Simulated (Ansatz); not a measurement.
Relaxed-ion elastic tensor of GeOs in space group P-6m2 (No. 187; Os on 1a, Ge on 1f) in GPa (Voigt order), plane-wave PAW PBEsol (Ansatz code); density 13.98 g/cm³, 15.61 Å³ per atom.

```
  180    248    181    0.0    0.0    0.0
  248    180    181    0.0    0.0    0.0
  181    181    456    0.0    0.0    0.0
  0.0    0.0    0.0    138    0.0    0.0
  0.0    0.0    0.0    0.0    138    0.0
  0.0    0.0    0.0    0.0    0.0  -34.0
```

**Question.** Is the crystal mechanically stable?

**Answer.** No: the smallest eigenvalue of C is -68.1 GPa.

The cell is a constructed one: a structure type filled with these elements; neither database checked (COD, Materials Project) lists it. Its standing as an ambient phase is unchecked. The cell keeps a stress of up to 0.2 GPa. Symmetry was held in the PBEsol relaxation. At this level the phase is mechanically unstable. No spin polarisation was allowed. As this level gives no gap, shear constants depend on the k-mesh and smearing (Fermi–Dirac, 0.1 eV here). Spin–orbit coupling is left out wherever it is not named.

Potentials: the earlier of the program's two PAW sets. The files were generated under PBE; for other functionals the program regenerates the frozen cores, and for LDA and PBEsol the local potential too.
